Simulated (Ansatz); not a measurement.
SrTiO$_{3}$: a jump of O

The calculation used DFT PBE, scalar-relativistic, plane waves, PAW in Ansatz. Run with 420 eV cutoff, 2×2×2 k-mesh, Gaussian smearing of 0.02 eV, no spin polarisation.

In a supercell of 80 host sites with charge +2, O trades places with a neighbouring O vacancy, moving 2.47 Å between the relaxed ends. Climbing-image nudged elastic band at fixed cell with images 0 (start) to 6 (end), the path measured over all atoms, converged to 0.05 eV/Å; the order of the saddle wasn't checked, and the small cell leaves errors of about a tenth of an eV.

Start:

```yaml
crystal:
  lattice:
    - [0.00000, -7.87285, 7.87285]
    - [-7.87285, 0.00000, 7.87285]
    - [-7.87285, -7.87285, 0.00000]
  atoms:
    - { symbol: Sr, position: [0.74780, 0.74780, 0.75686] }
    - { symbol: Sr, position: [0.24846, 0.75154, 0.75000] }
    - { symbol: Sr, position: [0.75154, 0.24846, 0.75000] }
    - { symbol: Sr, position: [0.25220, 0.25220, 0.74314] }
    - { symbol: Sr, position: [0.50000, 0.50000, 0.49846] }
    - { symbol: Sr, position: [0.74780, 0.74780, 0.24754] }
    - { symbol: Sr, position: [0.00246, 0.49314, 0.50220] }
    - { symbol: Sr, position: [0.25809, 0.74191, 0.25000] }
    - { symbol: Sr, position: [0.49314, 0.00246, 0.50220] }
    - { symbol: Sr, position: [0.74191, 0.25809, 0.25000] }
    - { symbol: Sr, position: [0.00000, 0.00000, 0.50809] }
    - { symbol: Sr, position: [0.25220, 0.25220, 0.25246] }
    - { symbol: Sr, position: [0.50000, 0.50000, 0.00154] }
    - { symbol: Sr, position: [0.99754, 0.50686, 0.99780] }
    - { symbol: Sr, position: [0.50686, 0.99754, 0.99780] }
    - { symbol: Sr, position: [0.00000, 0.00000, 0.99191] }
    - { symbol: Ti, position: [0.86425, 0.86425, 0.38575] }
    - { symbol: Ti, position: [0.37432, 0.87372, 0.37628] }
    - { symbol: Ti, position: [0.87372, 0.37432, 0.37628] }
    - { symbol: Ti, position: [0.37483, 0.37483, 0.37517] }
    - { symbol: Ti, position: [0.62517, 0.62517, 0.12483] }
    - { symbol: Ti, position: [0.87483, 0.87483, 0.87517] }
    - { symbol: Ti, position: [0.12628, 0.62568, 0.12372] }
    - { symbol: Ti, position: [0.37432, 0.87372, 0.87568] }
    - { symbol: Ti, position: [0.62568, 0.12628, 0.12372] }
    - { symbol: Ti, position: [0.87372, 0.37432, 0.87568] }
    - { symbol: Ti, position: [0.13575, 0.13575, 0.11425] }
    - { symbol: Ti, position: [0.37871, 0.37871, 0.87129] }
    - { symbol: Ti, position: [0.62129, 0.62129, 0.62871] }
    - { symbol: Ti, position: [0.12628, 0.62568, 0.62432] }
    - { symbol: Ti, position: [0.62568, 0.12628, 0.62432] }
    - { symbol: Ti, position: [0.12517, 0.12517, 0.62483] }
    - { symbol: O, position: [0.00816, 0.76399, 0.48601] }
    - { symbol: O, position: [0.50243, 0.75088, 0.49912] }
    - { symbol: O, position: [0.00056, 0.25043, 0.49924] }
    - { symbol: O, position: [0.49977, 0.24924, 0.50043] }
    - { symbol: O, position: [0.75076, 0.50023, 0.24944] }
    - { symbol: O, position: [0.99944, 0.74957, 0.00076] }
    - { symbol: O, position: [0.24924, 0.49977, 0.25056] }
    - { symbol: O, position: [0.50023, 0.75076, 0.99957] }
    - { symbol: O, position: [0.76399, 0.00816, 0.24184] }
    - { symbol: O, position: [0.99184, 0.23601, 0.01399] }
    - { symbol: O, position: [0.23601, 0.99184, 0.25816] }
    - { symbol: O, position: [0.49757, 0.24912, 0.00088] }
    - { symbol: O, position: [0.75088, 0.50243, 0.74757] }
    - { symbol: O, position: [0.24912, 0.49757, 0.75243] }
    - { symbol: O, position: [0.74957, 0.99944, 0.75023] }
    - { symbol: O, position: [0.25043, 0.00056, 0.74977] }
    - { symbol: O, position: [0.50000, 0.00000, 0.25000] }
    - { symbol: O, position: [0.00000, 0.50000, 0.25000] }
    - { symbol: O, position: [0.50000, 0.50000, 0.25000] }
    - { symbol: O, position: [0.75000, 0.75000, 0.00000] }
    - { symbol: O, position: [0.00000, 0.00000, 0.75000] }
    - { symbol: O, position: [0.25578, 0.74422, 0.99422] }
    - { symbol: O, position: [0.50000, 0.00000, 0.75000] }
    - { symbol: O, position: [0.74422, 0.25578, 0.99422] }
    - { symbol: O, position: [0.00000, 0.50000, 0.75000] }
    - { symbol: O, position: [0.24841, 0.24841, 0.00159] }
    - { symbol: O, position: [0.50000, 0.50000, 0.75000] }
    - { symbol: O, position: [0.75159, 0.75159, 0.49841] }
    - { symbol: O, position: [0.25578, 0.74422, 0.50578] }
    - { symbol: O, position: [0.74422, 0.25578, 0.50578] }
    - { symbol: O, position: [0.25000, 0.25000, 0.50000] }
    - { symbol: O, position: [0.00816, 0.76399, 0.24184] }
    - { symbol: O, position: [0.50023, 0.75076, 0.24944] }
    - { symbol: O, position: [0.99184, 0.23601, 0.25816] }
    - { symbol: O, position: [0.49977, 0.24924, 0.25056] }
    - { symbol: O, position: [0.75076, 0.50023, 0.99957] }
    - { symbol: O, position: [0.99944, 0.74957, 0.75023] }
    - { symbol: O, position: [0.24912, 0.49757, 0.00088] }
    - { symbol: O, position: [0.50243, 0.75088, 0.74757] }
    - { symbol: O, position: [0.74957, 0.99944, 0.00076] }
    - { symbol: O, position: [0.00056, 0.25043, 0.74977] }
    - { symbol: O, position: [0.23601, 0.99184, 0.01399] }
    - { symbol: O, position: [0.49757, 0.24912, 0.75243] }
    - { symbol: O, position: [0.75088, 0.50243, 0.49912] }
    - { symbol: O, position: [0.24924, 0.49977, 0.50043] }
    - { symbol: O, position: [0.76399, 0.00816, 0.48601] }
    - { symbol: O, position: [0.25043, 0.00056, 0.49924] }
```

Atom 33 jumps to (-9.841, -2.143, 7.827) Å.

**Question.** Give the energy along the band and the structure at its top.

**Answer.**
```
image path (Å) E − E(0) (eV) O x (Å) O y (Å) O z (Å) force on O (eV/Å)
    0      0.00          0.000   -9.841   -3.890    6.079               0.00
    1      0.63         -0.060   -9.841   -3.776    6.259               0.05
    2      1.26          0.100   -9.841   -3.484    6.646               0.30
    3      1.89          0.229   -9.841   -3.110    7.047               0.00
    4      2.52          0.100   -9.841   -2.709    7.420               0.30
    5      3.15         -0.060   -9.841   -2.322    7.712               0.05
    6      3.78          0.000   -9.841   -2.143    7.827               0.00
```

Barrier 0.23 eV. An image lies below the start, so the start isn't the lowest place along this path. Image 3:
```yaml
crystal:
  lattice:
    - [0.00000, -7.87285, 7.87285]
    - [-7.87285, 0.00000, 7.87285]
    - [-7.87285, -7.87285, 0.00000]
  atoms:
    - { symbol: Sr, position: [0.74403, 0.74885, 0.75946] }
    - { symbol: Sr, position: [0.25415, 0.75199, 0.75113] }
    - { symbol: Sr, position: [0.75360, 0.24884, 0.74884] }
    - { symbol: Sr, position: [0.25174, 0.24847, 0.74847] }
    - { symbol: Sr, position: [0.50727, 0.49887, 0.49801] }
    - { symbol: Sr, position: [0.75092, 0.74473, 0.24473] }
    - { symbol: Sr, position: [0.00235, 0.49054, 0.50115] }
    - { symbol: Sr, position: [0.26356, 0.74497, 0.24497] }
    - { symbol: Sr, position: [0.49038, 0.00527, 0.50527] }
    - { symbol: Sr, position: [0.74403, 0.25946, 0.24885] }
    - { symbol: Sr, position: [0.00351, 0.00503, 0.50503] }
    - { symbol: Sr, position: [0.25415, 0.25113, 0.25199] }
    - { symbol: Sr, position: [0.50128, 0.50116, 0.00116] }
    - { symbol: Sr, position: [0.99868, 0.50153, 0.00153] }
    - { symbol: Sr, position: [0.50727, 0.99801, 0.99887] }
    - { symbol: Sr, position: [0.00235, 0.00115, 0.99054] }
    - { symbol: Ti, position: [0.86082, 0.87500, 0.37500] }
    - { symbol: Ti, position: [0.37364, 0.87500, 0.37500] }
    - { symbol: Ti, position: [0.87965, 0.37347, 0.37404] }
    - { symbol: Ti, position: [0.37716, 0.37653, 0.37596] }
    - { symbol: Ti, position: [0.62906, 0.62471, 0.12471] }
    - { symbol: Ti, position: [0.87965, 0.87404, 0.87347] }
    - { symbol: Ti, position: [0.12911, 0.62508, 0.12508] }
    - { symbol: Ti, position: [0.37716, 0.87596, 0.87653] }
    - { symbol: Ti, position: [0.62653, 0.12372, 0.12628] }
    - { symbol: Ti, position: [0.87050, 0.37500, 0.87500] }
    - { symbol: Ti, position: [0.13520, 0.13486, 0.11515] }
    - { symbol: Ti, position: [0.38603, 0.37500, 0.87500] }
    - { symbol: Ti, position: [0.62653, 0.62628, 0.62372] }
    - { symbol: Ti, position: [0.13520, 0.61515, 0.63486] }
    - { symbol: Ti, position: [0.62927, 0.12492, 0.62492] }
    - { symbol: Ti, position: [0.12847, 0.12529, 0.62529] }
    - { symbol: O, position: [0.02006, 0.87500, 0.37500] }
    - { symbol: O, position: [0.51098, 0.75254, 0.49746] }
    - { symbol: O, position: [0.99871, 0.24912, 0.49978] }
    - { symbol: O, position: [0.48465, 0.26134, 0.50645] }
    - { symbol: O, position: [0.74940, 0.49784, 0.24926] }
    - { symbol: O, position: [0.00243, 0.74355, 0.98866] }
    - { symbol: O, position: [0.24717, 0.49813, 0.24688] }
    - { symbol: O, position: [0.49761, 0.75022, 0.00088] }
    - { symbol: O, position: [0.76975, 0.01521, 0.23479] }
    - { symbol: O, position: [0.99464, 0.24037, 0.00963] }
    - { symbol: O, position: [0.25772, 0.00260, 0.24740] }
    - { symbol: O, position: [0.49861, 0.24752, 0.00248] }
    - { symbol: O, position: [0.74571, 0.49505, 0.75495] }
    - { symbol: O, position: [0.24510, 0.49864, 0.75136] }
    - { symbol: O, position: [0.74219, 0.00312, 0.75187] }
    - { symbol: O, position: [0.24650, 0.00074, 0.75216] }
    - { symbol: O, position: [0.51098, 0.99746, 0.25254] }
    - { symbol: O, position: [0.00243, 0.48866, 0.24355] }
    - { symbol: O, position: [0.49761, 0.50088, 0.25022] }
    - { symbol: O, position: [0.74940, 0.74926, 0.99784] }
    - { symbol: O, position: [0.99871, 0.99978, 0.74912] }
    - { symbol: O, position: [0.24717, 0.74688, 0.99813] }
    - { symbol: O, position: [0.48465, 0.00645, 0.76134] }
    - { symbol: O, position: [0.74571, 0.25495, 0.99505] }
    - { symbol: O, position: [0.99464, 0.50963, 0.74037] }
    - { symbol: O, position: [0.24510, 0.25136, 0.99864] }
    - { symbol: O, position: [0.49861, 0.50248, 0.74752] }
    - { symbol: O, position: [0.76975, 0.73479, 0.51521] }
    - { symbol: O, position: [0.25772, 0.74740, 0.50260] }
    - { symbol: O, position: [0.74219, 0.25187, 0.50312] }
    - { symbol: O, position: [0.24650, 0.25216, 0.50074] }
    - { symbol: O, position: [0.98747, 0.74624, 0.24624] }
    - { symbol: O, position: [0.50411, 0.74972, 0.24972] }
    - { symbol: O, position: [0.99159, 0.23044, 0.26017] }
    - { symbol: O, position: [0.50061, 0.24964, 0.25252] }
    - { symbol: O, position: [0.74971, 0.50001, 0.00001] }
    - { symbol: O, position: [0.99159, 0.76017, 0.73044] }
    - { symbol: O, position: [0.25113, 0.49663, 0.99663] }
    - { symbol: O, position: [0.50061, 0.75252, 0.74964] }
    - { symbol: O, position: [0.75277, 0.99748, 0.00036] }
    - { symbol: O, position: [0.99973, 0.24999, 0.74999] }
    - { symbol: O, position: [0.23220, 0.98983, 0.01956] }
    - { symbol: O, position: [0.49439, 0.25337, 0.75337] }
    - { symbol: O, position: [0.75277, 0.50036, 0.49748] }
    - { symbol: O, position: [0.23220, 0.51956, 0.48983] }
    - { symbol: O, position: [0.72994, 0.00376, 0.50376] }
    - { symbol: O, position: [0.25355, 0.00028, 0.50028] }
```

Cost: 1 run of about 7.9 core-hours, on Intel Xeon Platinum 8259CL (Skylake/Cascade Lake) (shared hosts).